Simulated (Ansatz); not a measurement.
The relaxed structure here is a generated cell of Ta2N: the first start was made by placing the elements on the sites of a structure type, and the end was not matched to a known phase here, so it may be hypothetical.

The start is a generated cell, Ta2N built in the Co2Si structure type. Cell shape, volume and atoms are optimised at zero target pressure with r2SCAN (plane waves to 500 eV, PAW, scalar-relativistic; Ansatz, a program for electronic structure). The first steps use a 5×7×4 k-mesh.

The start:
```yaml
crystal:
  lattice:
    - [5.42682, 0.00000, 0.00000]
    - [0.00000, 4.12474, 0.00000]
    - [0.00000, 0.00000, 7.84451]
  atoms:
    - { symbol: Ta, position: [0.53800, 0.25000, 0.78200] }
    - { symbol: Ta, position: [0.03800, 0.25000, 0.71800] }
    - { symbol: Ta, position: [0.46200, 0.75000, 0.21800] }
    - { symbol: Ta, position: [0.96200, 0.75000, 0.28200] }
    - { symbol: Ta, position: [0.17400, 0.25000, 0.06200] }
    - { symbol: Ta, position: [0.67400, 0.25000, 0.43800] }
    - { symbol: Ta, position: [0.82600, 0.75000, 0.93800] }
    - { symbol: Ta, position: [0.32600, 0.75000, 0.56200] }
    - { symbol: N, position: [0.70200, 0.25000, 0.11100] }
    - { symbol: N, position: [0.20200, 0.25000, 0.38900] }
    - { symbol: N, position: [0.29800, 0.75000, 0.88900] }
    - { symbol: N, position: [0.79800, 0.75000, 0.61100] }
```

```json
{
  "initial_pressure": "-17.0 GPa (negative: the cell is under tension)",
  "largest_initial_force": "1.11 eV/Å, on Ta1, Ta2, Ta3, Ta4 (atoms numbered as listed)",
  "outcome": "The space group stays Pnma (No. 62) (the run could not lower it), with 12 atoms in the primitive cell",
  "energy_released": "1.20 eV/atom",
  "volume_change": "-10.9 %, from 14.63 to 13.04 Å³/atom",
  "band_gap_at_the_end": "zero (metallic)",
  "optimiser_moves": "27"
}
```

The end point of the relaxation:

```cif
data_N4Ta8
_chemical_formula_sum 'Ta8 N4'
_space_group_name_H-M_alt 'Pnma'
_space_group_IT_number 62
_space_group_name_Hall '-P 2ac 2n'
_cell_length_a 7.11636
_cell_length_b 2.80338
_cell_length_c 7.84393
_cell_angle_alpha 90.000
_cell_angle_beta 90.000
_cell_angle_gamma 90.000
loop_
_atom_site_label
_atom_site_type_symbol
_atom_site_symmetry_multiplicity
_atom_site_Wyckoff_symbol
_atom_site_fract_x
_atom_site_fract_y
_atom_site_fract_z
_atom_site_occupancy
Ta1 Ta 4 c 0.00559 0.25000 0.30909 1
Ta2 Ta 4 c 0.18794 0.25000 0.98615 1
N1 N 4 c 0.24556 0.75000 0.21079 1
```

Final values are on a 6×13×5 k-mesh of the relaxed cell. No spin polarisation in the result.

The run could not lose the symmetry of its start, so the end can be a saddle point.
